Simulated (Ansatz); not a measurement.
Cu3Ge in space group P-6m2 (No. 187; Cu on 1b, Cu on 2i, Ge on 1a), DFT-PBEsol in the program Ansatz with PAW potentials, all energies at zero smearing, with the estimated change up to a 700 eV cutoff added, with one set of potentials and settings (totals compare only within such a set). Cell of 4 atoms (3 Cu, 1 Ge): -24019.298 eV.

```csv
element,reference phase,E (eV/atom)
Cu,"Fm-3m, 1 atoms in the cell",-6588.7768
Ge,"Fd-3m, 2 atoms in the cell",-4253.4978
```

Formation energy per atom, worked out: (-24019.298 − 3×(-6588.7768) − 1×(-4253.4978))/4 = 0.132 eV/atom (13 kJ per mol of atoms), at 0 K, without zero-point energy or fitted corrections.

The workflow started from a Materials Project entry (that database holds measured and hypothetical structures alike); the Crystallography Open Database copy checked does not list it. Its standing as an ambient phase is unchecked. Symmetry was held in the PBEsol relaxation; its stability against distortions is not shown here. No spin polarisation was allowed. The references are the lowest solids computed at this level, not always the standard phases.

Potentials: the later of the program's two PAW sets.
